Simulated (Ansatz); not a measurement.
This TiZnC4N4 structure is the end of a relaxation. The cell was found from a structure generator's guess, not taken from experiment.

These are results of DFT PBE, scalar-relativistic, plane waves, PAW (Ansatz 0.2.0), not measurements. Cutoff 420 eV, Γ-centred mesh, Gaussian smearing, collinear spin.

```yaml
crystal:
  lattice:
    - [6.03332, 0.00000, 0.00000]
    - [0.00000, 6.03332, 0.00000]
    - [0.00000, 0.00000, 6.03332]
  atoms:
    - { symbol: Ti, position: [0.50000, 0.50000, 0.50000] }
    - { symbol: Zn, position: [0.00000, 0.00000, 0.00000] }
    - { symbol: C, position: [0.19224, 0.19224, 0.19224] }
    - { symbol: C, position: [0.19224, 0.80776, 0.80776] }
    - { symbol: C, position: [0.80776, 0.19224, 0.80776] }
    - { symbol: C, position: [0.80776, 0.80776, 0.19224] }
    - { symbol: N, position: [0.30441, 0.30441, 0.30441] }
    - { symbol: N, position: [0.30441, 0.69559, 0.69559] }
    - { symbol: N, position: [0.69559, 0.30441, 0.69559] }
    - { symbol: N, position: [0.69559, 0.69559, 0.30441] }
```

The zero of energy is the elements' standard structures at the same level (N₂ as a molecule); no fitted shifts are applied.

Question: What space group does it have?

Answer: P-43m (No. 215). Conventional cell: a = 6.033 Å. Ti is surrounded by 4 N at 2.04 Å; Zn is surrounded by 4 C at 2.01 Å; C is surrounded by 1 N at 1.17 Å and 1 Zn at 2.01 Å; N has 1 C at 1.17 Å and 1 Ti at 2.04 Å.

Question: What is its formation energy per atom?

Answer: +0.147 eV/atom. A positive value: parting into the elements would lower its energy.

Question: Is it a metal?

Answer: No, the gap on the 6×6×6 mesh is 0.69 eV.

Question: Which magnetic moments does it keep?

Answer: 0.20 μB per atom net, the space between the atoms included; by site: Ti 1.0 μB.

Question: From what recipe could a structure generator have reached it?

Answer: One such recipe: two interpenetrating cyanide-bridged diamond nets (P-43m, No. 215). Other recipes can lead to the same cell.

The last run used collinear spin, a 6×6×6 mesh for its 10-atom cell and Gaussian smearing of 0.02 eV. Kohn–Sham gaps at this level usually fall short of measured ones. The reference form of C is held partly by dispersion forces, which this level lacks. Another magnetic order may lie lower. Symmetry constrained the relaxation, so the result can be a saddle point.
